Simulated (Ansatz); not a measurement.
C: opening a crack plane

C, Fd-3m, a = 3.560 Å. Ansatz: r2SCAN, PAW, 500 eV, Γ-centred 10×10×2 mesh on 12 atoms, Gaussian smearing 0.05 eV; no spin polarisation. One cut on (111) per cell of 12 atoms is opened rigidly by x, between planes of C and C that stand 1.54 Å apart; y is the energy per area (5.489 Å², 1 eV/Å² = 16.02 J/m²).

| x (Å) | y (J/m²) |
| --- | --- |
| 0.00 | 0.000 |
| 0.25 | ? |
| 0.50 | 4.040 |
| 0.75 | 6.594 |
| 1.00 | 8.808 |
| 1.50 | 12.046 |
| 2.00 | 13.963 |
| 3.00 | 15.392 |
| 6.00 | 15.586 |

Question: Fit the universal binding curve y = W[1 − (1 + x/l) e^(−x/l)] to the other rows, give the peak stress, and predict the missing value.

Answer: Least squares gives W = 15.6 J/m² and l = 0.524 Å. The stress dy/dx peaks at x = l with W/(e l) = 109.5 GPa, for rigid faces. At x = 0.25: x/l = 0.477, y = 1.300 J/m². The run gave 1.456 J/m², so the fit is 0.156 J/m² too low, within twice the rms miss on the fitted rows (0.101 J/m²).

Cost: 11 runs of about 2.5 core-minutes in all, on Arm Neoverse V1 (shared hosts).